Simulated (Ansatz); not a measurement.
The relaxed structure here is a generated cell of ZrSe2: the first start was made by placing the elements on the sites of a structure type, and the end was not matched to a known phase here, so it may be hypothetical. Known forms of ZrSe2 include space group No. 164.

One stationary structure of ZrSe$_{2}$. Space group Pca2₁ (No. 29). Computed with PBE (plane waves to 420 eV, PAW, scalar-relativistic; Ansatz, an electronic-structure program).

```cif
data_Se8Zr4
_chemical_formula_sum 'Zr4 Se8'
_space_group_name_H-M_alt 'P 1'
_space_group_IT_number 1
_cell_length_a 6.74602
_cell_length_b 6.44676
_cell_length_c 6.48965
_cell_angle_alpha 90.000
_cell_angle_beta 90.000
_cell_angle_gamma 90.000
loop_
_space_group_symop_operation_xyz
  'x, y, z'
loop_
_atom_site_label
_atom_site_type_symbol
_atom_site_fract_x
_atom_site_fract_y
_atom_site_fract_z
_atom_site_occupancy
Zr1 Zr 0.43618 0.71960 0.95341 1
Zr2 Zr 0.56382 0.28040 0.45341 1
Zr3 Zr 0.93618 0.28040 0.95341 1
Zr4 Zr 0.06382 0.71960 0.45341 1
Se1 Se 0.24754 0.43099 0.70572 1
Se2 Se 0.75246 0.56901 0.20572 1
Se3 Se 0.38326 0.91579 0.34007 1
Se4 Se 0.61674 0.08421 0.84007 1
Se5 Se 0.88326 0.08421 0.34007 1
Se6 Se 0.11674 0.91579 0.84007 1
Se7 Se 0.74754 0.56901 0.70572 1
Se8 Se 0.25246 0.43099 0.20572 1
```

```json
{
 "volume_per_atom": "23.52 Å³",
 "density": "5.86 g/cm³",
 "band_gap": "0.62 eV, indirect (valence top at Γ, conduction bottom at Y) (no spin-orbit coupling)",
 "smallest_direct_gap": "0.83 eV at Γ",
 "shortest_distances": "Se–Zr 2.60 Å; Se–Se 3.24 Å",
 "k-mesh": "4×4×4"
}
```

Band energies at high-symmetry points (eV from the VBM; labels of this space group; no spin-orbit coupling), from −5 eV up to 2.8 eV:

| point | energies |
|---|---|
| Γ | -4.64 -4.26 -4.04 -3.97 -3.81 -3.81 -3.80 -2.99 -2.44 -2.43 -2.42 -2.38 -2.00 -1.97 -1.58 -1.54 -0.79 -0.78 -0.26 -0.12 0.00 0.83 0.98 0.99 1.26 1.49 1.87 2.01 2.16 2.25 2.33 2.38 2.48 |
| X | -4.77 -4.77 -4.06 -4.06 -3.84 -3.84 -3.56 -3.56 -3.12 -3.12 -2.48 -2.48 -2.02 -2.02 -1.68 -1.68 -1.32 -1.32 -0.80 -0.80 -0.54 -0.54 0.95 0.95 1.51 1.51 1.58 1.58 1.79 1.79 2.02 2.02 |
| S | -4.44 -4.44 -4.07 -4.07 -3.60 -3.60 -3.22 -3.22 -3.05 -3.05 -2.73 -2.73 -2.67 -2.67 -1.84 -1.84 -1.41 -1.41 -0.99 -0.99 -0.59 -0.59 1.02 1.02 1.18 1.18 1.48 1.48 1.79 1.79 1.97 1.97 |
| Y | -4.63 -4.38 -4.29 -4.17 -4.14 -4.02 -3.20 -3.05 -3.00 -2.82 -2.70 -2.68 -2.00 -1.87 -1.69 -1.69 -1.48 -1.22 -0.86 -0.56 -0.55 -0.30 0.62 0.67 1.10 1.34 1.53 1.57 1.87 1.99 2.04 2.37 2.51 |
| Z | -4.54 -4.54 -4.12 -4.12 -3.61 -3.61 -3.56 -3.56 -2.97 -2.97 -2.79 -2.79 -2.22 -2.22 -1.91 -1.91 -1.72 -1.72 -0.51 -0.51 -0.34 -0.34 0.96 0.96 0.99 0.99 1.62 1.62 1.87 1.87 2.35 2.35 2.45 2.45 |
| U | -4.55 -4.55 -4.55 -4.55 -3.75 -3.75 -3.75 -3.75 -3.37 -3.37 -3.37 -3.37 -2.55 -2.55 -2.55 -2.55 -1.88 -1.88 -1.88 -1.88 -1.06 -1.06 -1.06 -1.06 1.23 1.23 1.23 1.23 1.92 1.92 1.92 1.92 2.32 2.32 2.32 2.32 |
| R | -4.36 -4.36 -4.36 -4.36 -3.65 -3.65 -3.65 -3.65 -3.25 -3.25 -3.25 -3.25 -2.64 -2.64 -2.64 -2.64 -2.03 -2.03 -2.03 -2.03 -1.16 -1.16 -1.16 -1.16 0.79 0.79 0.79 0.79 1.67 1.67 1.67 1.67 2.35 2.35 2.35 2.35 |
| T | -4.95 -4.95 -4.54 -4.54 -3.85 -3.85 -3.81 -3.81 -3.41 -3.41 -2.71 -2.71 -2.39 -2.39 -2.22 -2.22 -2.05 -2.05 -1.76 -1.76 -1.37 -1.37 -0.68 -0.68 0.90 0.90 1.03 1.03 1.74 1.74 1.88 1.88 2.23 2.23 2.38 2.38 |

No spin polarisation in the result.

It was reached from a disturbed copy of a Pa-3 (No. 205) cell, against which it lies -0.16 eV/atom.
